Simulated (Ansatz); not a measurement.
Clean, relaxed (100) surface of Sn, space group Fd-3m (No. 227) (top face towards +c; atoms held fixed, by place in the list: 1, 2, 3, 4, 5, 6, 7, 8, 9, 10, 11, 12):

```
CELL_PARAMETERS angstrom
9.29642 0.00000 0.00000
0.00000 9.29642 0.00000
0.00000 0.00000 25.21695
ATOMIC_POSITIONS crystal
Sn 0.50000 0.25000 0.33707
Sn 0.50000 0.75000 0.33707
Sn 0.00000 0.25000 0.33707
Sn 0.00000 0.75000 0.33707
Sn 0.50000 0.50000 0.40224
Sn 0.50000 0.00000 0.40224
Sn 0.00000 0.50000 0.40224
Sn 0.00000 0.00000 0.40224
Sn 0.75000 0.50000 0.46741
Sn 0.75000 0.00000 0.46741
Sn 0.25000 0.50000 0.46741
Sn 0.25000 0.00000 0.46741
Sn 0.75000 0.75000 0.53239
Sn 0.75000 0.25000 0.53239
Sn 0.25000 0.75000 0.53239
Sn 0.25000 0.25000 0.53239
Sn 0.00000 0.75000 0.59852
Sn 0.00000 0.25000 0.59852
Sn 0.50000 0.75000 0.59852
Sn 0.50000 0.25000 0.59852
Sn 0.00000 0.00000 0.66523
Sn 0.00000 0.50000 0.66523
Sn 0.50000 0.00000 0.66523
Sn 0.50000 0.50000 0.66523
```

The calculation used DFT PBE+D3(BJ), scalar-relativistic, plane waves, PAW (Ansatz). Plane waves to 420 eV, a k mesh through Γ of 3×3×1 on the computed 24-atom cell and Gaussian smearing (0.10 eV); no spin polarisation. The cell repeats along c with a dipole correction in the vacuum.

Pt (atom) is adsorbed on the top face, one adsorbate per 86.4 Å², and relaxed from 2 starting sites (fractions of a and b). The adsorption energy is E(slab + adsorbate) − E(slab) − E(free adsorbate, spin-polarised where open-shell). Heights count from the highest slab atom after relaxation. Δφ is the top face's. Δp counts per cell along +c. Bonded neighbours lie within 1.25 times the sum of covalent radii (1.35 for H) and, on that scale, within 12 % of the closest. With the adsorbate the cell is lengthened along c to keep the vacuum.

```json
{"start": "top (Sn) at (0.00, 0.00)", "ends at": "(0.00, 0.00), 1 bonded neighbour (Sn), largest slab move 0.6 Å", "E_ads (eV)": "-3.85", "height (Å)": "1.35", "shortest contact": "Pt–Sn 2.41 Å", "Δφ (eV)": "+0.13", "Δp (e·Å)": "-0.036"}
{"start": "bridge (Sn-Sn) at (0.25, 0.00)", "ends at": "(0.25, 0.00), 2 bonded neighbours (Sn), largest slab move 0.9 Å", "E_ads (eV)": "-6.34", "height (Å)": "0.54", "shortest contact": "Pt–Sn 2.53 Å", "Δφ (eV)": "-0.23", "Δp (e·Å)": "+0.143"}
```

Among the sites tried, the lowest end comes from the bridge (Sn-Sn) at (0.25, 0.00) start; other sites may lie lower.

Each end is the local minimum or symmetric point that its start leads to.

The adsorbed runs have no spin polarisation, so weakly bound open-shell ends lie too high.

Cost: 3 runs of about 74 core-minutes in all, on Intel Xeon 6975P-C (Granite Rapids) (shared hosts).